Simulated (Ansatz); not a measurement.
A: ZnS (zinc blende), a = b = c = 5.357 Å, α = β = γ = 90.00°
B: KTaO₃ (cubic perovskite), a = 3.9853 Å, b = 3.9853 Å, c = 3.9853 Å, α = 90.00°, β = 90.00°, γ = 90.00°
C: AlNi (CsCl type), a = b = c = 2.862 Å, α = β = γ = 90.00°
D: CdSe (zinc blende), a = b = c = 6.0818 Å, α = β = γ = 90.00°

Scan: energy against volume (even scaling of the relaxed cell, symmetry kept). One method and one kind of scan serve all of them; meshes and ranges differ. AlNi is run without spin polarisation. All were relaxed with their symmetry unable to fall. KTaO3 is run without spin polarisation. Spin-orbit coupling is left out.

Order them by bulk modulus (fitted) (highest first) at the level PBEsol (plane waves to 420 eV, PAW, scalar-relativistic; Ansatz, a first-principles code).

B (203 GPa), C (173 GPa), A (78.9 GPa), D (52.0 GPa)

(Under strain, the slope of the energy per volume gives the stress and its curvature an elastic modulus.)
